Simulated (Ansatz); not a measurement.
What a trial cell of LiRh₂ relaxes into

Theory: DFT PBE, scalar-relativistic, plane waves, PAW in Ansatz 0.2.0. Cutoff 420 eV, Gaussian smearing, Γ-centred meshes. Cell and atoms relax first on a coarse mesh and then on a finer one. In between, the cell is made exact in the group found at 0.06 Å. In metals the finer mesh still leaves noise of several meV/atom or more. The steps can't lower the symmetry of their start. No spin polarisation in the relaxation; trial moments died out in a coarse test.

A trial structure of LiRh₂ was built thus: close-packed layers stacked ABC (P-3m1, No. 164) (elements of the layers in order: Rh Rh Li). The dimensions are guesses.

```
Li Rh
1.0
     2.85091    0.00000    0.00000
    -1.42545    2.46896    0.00000
     0.00000    0.00000    6.89866
Li Rh
1 2
Direct
  0.00000 0.00000 0.50000
  0.33333 0.66667 0.83932
  0.66667 0.33333 0.16068
```

Energies over the elements count from the elements' standard structures at the same level, with no fitted energy shifts.

Question: Where does the relaxation end?

Answer: The symmetry stays P-3m1 (No. 164). The volume per atom shrinks by 14.0 %, from 16.2 to 13.9 Å³. The shortest distance goes from 2.76 Å (Rh–Rh) to 2.68 Å (Rh–Rh). The energy falls by about 0.14 eV/atom (the start's value is from the coarse mesh). Conventional cell: a = 2.690 Å, c = 6.662 Å. Around Li lie 6 Li at 2.69 Å and 6 Rh at 2.72 Å; around Rh lie 9 Rh at 2.68–2.69 Å and 3 Li at 2.72 Å.

```
CELL_PARAMETERS angstrom
2.69021 0.00000 0.00000
-1.34511 2.32979 0.00000
0.00000 0.00000 6.66227
ATOMIC_POSITIONS crystal
Li 0.00000 0.00000 0.50000
Rh 0.33333 0.66667 0.83565
Rh 0.66667 0.33333 0.16435
```

Question: Give its energy and gap.

Answer: The energy over the elements is −0.02 eV/atom and the gap on the 18×18×8 mesh of the 3-atom cell is 0 eV (a metal).

The formation energy is too near zero to say whether this cell lies below the elements.

The last run used Gaussian smearing of 0.10 eV. The k mesh leaves some 4 meV/atom of noise in the energy of each metallic cell. Symmetry constrained the relaxation, so the result can be a saddle point. In all, the 3 runs took 33 s on 1 thread of Intel(R) Xeon(R) 6975P-C (Granite Rapids), with other jobs on the host.
